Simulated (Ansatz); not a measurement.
Structures of Cd₂S₃: which is lowest?

Plane-wave DFT in Ansatz with scalar-relativistic PAW potentials, cutoff 420 eV, Γ-centred meshes chosen by cell and gap, Gaussian smearing with energies taken to zero width. Every cell was relaxed (cell and atoms) in a run of its own, within the symmetry of its start. Functional: PBE.

Relaxed structures (starts from databases or built by putting these elements on another compound's sites):
A. R-3m, 5 atoms in the computed cell, a = 3.894 Å, c = 23.612 Å; sites (symmetry × multiplicity) Cd 3m × 6, S -3m × 3 + 3m × 6; start: built
B. P-3m1, 5 atoms in the computed cell, a = 3.858 Å, c = 8.276 Å; sites (symmetry × multiplicity) Cd 3m. × 2, S -3m. × 1 + 3m. × 2; start: built

**Question.** Rank them by energy. Could pressure change the order?

**Answer.**
| structure | group | E − E(lowest) (meV/atom) | V (Å³/atom) | gap on mesh (eV) |
| --- | --- | --- | --- | --- |
| A | R-3m | 0.0 | 20.68 | 0.00 |
| B | P-3m1 | 27.0 | 21.34 | 0.00 |

A is lowest, 27 meV/atom under B. The lowest is also the densest of these, so pressure wouldn't bring one of the others in at first order. Other structures may lie lower than all of these, and vibrations aren't counted.

Spin polarisation was left out, and a magnetic state may lie lower.